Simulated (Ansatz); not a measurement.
The cell below belongs to a search over invented structures; it isn't taken from experiment.

Input and command of a plane-wave DFT calculation in Ansatz:

```yaml
crystal:
  lattice:
    - [4.68747148, -1.5268408775, -0.0361260619]
    - [4.68747148, 1.5268408775, -0.0361260619]
    - [-3.7523128436, 0.0, 7.0098337519]
  atoms:
    - { symbol: Ta, position: [0.1456229384, 0.1456229384, 0.1924392675] }
    - { symbol: Ge, position: [0.3917135527, 0.3917135527, 0.1191153071] }
    - { symbol: Ge, position: [0.1498192014, 0.1498192014, 0.5321760481] }
    - { symbol: Ge, position: [0.8677248963, 0.8677248963, 0.4723635105] }
    - { symbol: Ge, position: [0.6041132734, 0.6041132734, 0.8898700229] }
    - { symbol: Pt, position: [0.8410061377, 0.8410061377, 0.794035844] }
basis:
  ecutwfc: 420
kpoints:
  mp_grid: { grid: [10, 10, 6] }
hamiltonian:
  xc: pbe
scf:
  occupations: { method: gaussian, width: 0.1 }
output:
  forces: true
  stress: true
  eigenvalues: true
relax:
  adjacent_minimum: "off"
  f_tol: 0.01
  max_steps: 30
  cell: { stress_tol: 0.1, fix: [volume] }
```

```bash
ansatz run input.yaml --threads 1 --pin off --max-ram 2560MiB --backend cpu --events-out ev --progress --plain --runs-dir out
```

Processor: Intel(R) Xeon(R) Processor @ 2.70GHz, 1 thread, on a host shared with other jobs.

How long does it run, and how much memory does it take?

About 5.5 min, peak memory 0.92 GiB. It solves 53 bands at 172 k points (after reduction by symmetry) with about 1929 plane waves, in 34 SCF iterations over 5 ionic steps.
